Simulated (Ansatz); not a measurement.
**Rb2PI6, a known structure type with other elements, at an estimated volume**

```
I P Rb
1.0
     0.00000    5.66589    5.66589
     5.66589    0.00000    5.66589
     5.66589    5.66589    0.00000
I P Rb
6 1 2
Cartesian
  2.8856 5.6659 5.6659
  5.6659 2.8856 5.6659
  8.4461 5.6659 5.6659
  5.6659 8.4461 5.6659
  5.6659 5.6659 2.8856
  5.6659 5.6659 8.4461
  5.6659 5.6659 5.6659
  2.8329 2.8329 2.8329
  8.4988 8.4988 8.4988
```

Method: r2SCAN, no spin polarisation; PAW, plane waves to 500 eV, 5×5×5 Γ-centred mesh, gaussian occupations (width 0.2993 eV) (Ansatz 0.2.0), atoms fixed.

(1) Which element gives electrons and which takes them?

(2) Where is the largest force?

(3) What happens at the Fermi level?

(4) Is it stable against the elements?

Origin: a known structure type with other elements, at an estimated volume, so it need not be a known compound. Caveats: many states at the Fermi level without spin polarisation, so a magnetic state may lie lower; wide smearing.

Results:

(1) Bader charges in e: Rb +0.86, P +0.42, I -0.36. In the mean Rb gives up most and I takes most.

(2) The largest is on I1 (and as large on other atoms): 0.22 eV/Å, components (0.22, 0.00, 0.00). It makes 0° with the line to a nearest neighbour, P7 at 2.78 Å, pointing towards it.

(3) It is a metal, with about 5.8 states/eV a cell as the mean within 0.25 eV of the Fermi level, mostly I p (91 %).

(4) -0.75 eV an atom against the elements' usual phases (free molecules for gases, crystals otherwise, with no correction for O₂ or N₂), so it is bound against them; other compounds may still compete. Relaxing would lower it.
